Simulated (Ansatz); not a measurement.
Trial structure of Al3SiNi, not yet relaxed:

```cif
data_structure
_symmetry_space_group_name_H-M 'P4mm'
_symmetry_Int_Tables_number 99
_cell_length_a 4.4005
_cell_length_b 4.4005
_cell_length_c 4.1422
_cell_angle_alpha 90.000
_cell_angle_beta 90.000
_cell_angle_gamma 90.000
_cell_volume 80.21
loop_
_atom_site_label
_atom_site_type_symbol
_atom_site_symmetry_multiplicity
_atom_site_Wyckoff_symbol
_atom_site_fract_x
_atom_site_fract_y
_atom_site_fract_z
_atom_site_occupancy
Al1 Al 2 c 0.50000 0.00000 0.62086 1
Al2 Al 1 b 0.50000 0.50000 0.39362 1
Si1 Si 1 b 0.50000 0.50000 0.86578 1
Ni1 Ni 1 a 0.00000 0.00000 0.04776 1
```

These are results of DFT PBE, scalar-relativistic, plane waves, PAW (Ansatz), not measurements. Plane waves to 420 eV, a k mesh through Γ of 4×4×4 on the computed 5-atom cell and Gaussian smearing (0.10 eV); collinear spin from starting moments 0.0 0.0 0.0 0.0 2.0 μB.

Formation energies are uncorrected and refer to the elements' standard structures at the same level.

Q: Estimate its pressure, forces and energy as it stands.

A: The pressure is 21.1 GPa (the mean over three directions, positive in compression), the largest force is 8.35 eV/Å, and the energy is +1.11 eV/atom against the elements. The shortest distance is 1.96 Å.

Q: Is it a good guess?

A: A poor one: relaxing gains about 1.0 eV/atom (the start's value is from the coarse mesh, so the gain is rough) in 23 ionic steps and ends at +0.11 eV/atom on the finer mesh. The symmetry stays P4mm (No. 99). The volume per atom grows by 11.1 %, from 16.0 to 17.8 Å³. The shortest distance goes from 1.96 Å (Al–Si) to 2.42 Å (Al–Si). The ratio c/a of the conventional cell changes by a factor of 1.75. Conventional cell: a = 3.784 Å, c = 6.223 Å. Al on a site of symmetry 2mm has 2 Ni at 2.44 Å, 2 Si at 2.66 Å and 6 Al at 2.68–2.71 Å; around Si lie 1 Al at 2.42 Å, 4 Al at 2.66 Å and 4 Ni at 2.70 Å; Ni is surrounded by 4 Al at 2.44 Å and 4 Si at 2.70 Å; 1 more site not described.

The last run used a 10×10×6 mesh (in the run's order of axes) for its 5-atom cell and Gaussian smearing of 0.10 eV. Trial moments died out on the coarse mesh, so the last step has no spin; another magnetic start might hold. The relaxation can't lower the symmetry of the start, and the grade says only how near the guess is to its own end. Symmetry constrained the relaxation, so the result can be a saddle point.
